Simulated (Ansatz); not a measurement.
The calculation used Ansatz 0.2.0, DFT PBEsol, scalar-relativistic, plane waves, PAW.

Structure of Mo:

```xyz
1
Lattice="-1.5646 1.5646 1.5646 1.5646 -1.5646 1.5646 1.5646 1.5646 -1.5646" Properties=species:S:1:pos:R:3 pbc="T T T"
Mo    0.0000    0.0000    0.0000
```

Settings: cutoff 420 eV, Γ-centred mesh 18×18×18 on the computed 1-atom cell, Gaussian smearing of 0.10 eV; no spin polarisation.

Levels along Γ–H–N–Γ–P–H | P–N, in eV from the Fermi level, sorted by energy at each point. Points in fractions of the primitive reciprocal vectors: Γ (0.000 0.000 0.000), H (0.500 -0.500 0.500), N (0.000 0.000 0.500), P (0.250 0.250 0.250).
```
point k (1/Å, with 2π) band 5  band 6  band 7  band 8  band 9  band 10
    Γ             0.000   -7.36   -1.43   -1.43   -1.43    1.66     1.66
    -             0.287   -6.90   -1.45   -1.45   -1.22    1.06     1.88
    -             0.574   -5.70   -1.39   -1.39   -0.63   -0.38     2.43
    -             0.861   -4.30   -2.03   -1.02   -1.02    0.31     3.11
    -             1.147   -3.68   -3.52   -0.16   -0.16    1.48     4.05
    -             1.434   -4.68   -4.30    1.22    1.22    2.71     5.84
    -             1.721   -5.39   -5.24    2.97    2.97    3.71     8.01
    H             2.008   -5.64   -5.64    4.10    4.10    4.10     9.14
    -             2.211   -5.50   -5.45    3.26    3.42    4.14     9.07
    -             2.413   -5.12   -4.90    1.61    2.01    4.24     8.80
    -             2.616   -4.67   -4.02   -0.06    0.70    4.40     8.16
    -             2.819   -4.53   -2.83   -1.50    0.13    4.57     7.06
    -             3.022   -4.87   -2.60   -1.40    0.53    4.74     5.56
    -             3.225   -5.31   -3.29    0.21    1.31    3.84     4.85
    N             3.428   -5.49   -3.52    1.66    1.71    2.35     4.89
    -             3.631   -5.40   -3.44    0.91    1.81    2.28     4.38
    -             3.833   -5.21   -3.19   -0.32    1.58    2.10     3.16
    -             4.036   -5.18   -2.82   -1.37    1.25    1.75     1.91
    -             4.239   -5.69   -2.36   -1.69    0.45    1.05     1.76
    -             4.442   -6.50   -1.90   -1.56   -0.57    1.14     1.69
    -             4.645   -7.13   -1.56   -1.45   -1.21    1.47     1.66
    Γ             4.847   -7.36   -1.43   -1.43   -1.43    1.66     1.66
    -             5.096   -7.02   -1.57   -1.57   -1.03    1.53     1.53
    -             5.344   -6.11   -2.03   -2.03    0.15    1.42     1.42
    -             5.593   -4.88   -2.63   -2.63    1.55    1.55     2.09
    -             5.841   -3.61   -3.08   -3.08    1.86    1.86     4.59
    -             6.090   -3.23   -3.23   -2.57    2.18    2.18     7.22
    -             6.338   -3.07   -3.07   -2.19    2.40    2.40     9.39
    P             6.586   -2.70   -2.70   -2.70    2.48    2.48     9.69
    -             6.835   -3.55   -2.34   -2.34    2.40    2.40     9.86
    -             7.083   -3.98   -2.30   -2.30    2.22    2.22    10.12
    -             7.332   -3.55   -2.81   -2.81    2.20    2.20    10.37
    -             7.580   -3.75   -3.75   -2.15    2.54    2.54    10.57
    -             7.828   -4.71   -4.71    0.05    3.15    3.15    10.35
    -             8.077   -5.39   -5.39    2.61    3.79    3.79     9.54
    H             8.325   -5.64   -5.64    4.10    4.10    4.10     9.14
    P             8.325   -2.70   -2.70   -2.70    2.48    2.48     9.69
    -             8.469   -3.05   -2.87   -2.23    2.44    2.48     9.77
    -             8.612   -3.33   -3.29   -1.65    2.31    2.46     9.59
    -             8.755   -3.93   -3.44   -0.96    2.15    2.43     8.43
    -             8.899   -4.54   -3.51   -0.20    1.98    2.40     7.27
    -             9.042   -5.04   -3.53    0.60    1.83    2.38     6.18
    -             9.186   -5.37   -3.53    1.32    1.74    2.36     5.29
    N             9.329   -5.49   -3.52    1.66    1.71    2.35     4.89
```

Cost: 1 run of about 0.18 core-minutes, on Arm Neoverse V2 (shared hosts).